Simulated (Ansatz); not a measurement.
MgRh (CsCl type, Pm-3m), plane-wave PAW r²SCAN (Ansatz code), all energies at zero smearing, with the estimated change up to a 700 eV cutoff added, with one set of potentials and settings (totals compare only within such a set). Cell of 2 atoms (1 Rh, 1 Mg): -8342.615 eV.

```csv
element,reference phase,E (eV/atom)
Rh,"Fm-3m, 1 atoms in the cell",-6415.2735
Mg,"P6_3/mmc, 2 atoms in the cell",-1926.4086
```

Formation energy per atom, worked out: (-8342.615 − 1×(-6415.2735) − 1×(-1926.4086))/2 = -0.466 eV/atom (-45 kJ per mol of atoms), at 0 K, without zero-point energy or fitted corrections.

The workflow started from an entry of the Crystallography Open Database (COD). Whether it is the stable phase at ambient conditions was not checked. The cell was relaxed with r²SCAN under the symmetry of its start; its stability against distortions is not shown here. No spin polarisation was allowed. The references are the lowest solids computed at this level, not always the standard phases.

Potentials: the later of the program's two PAW sets.
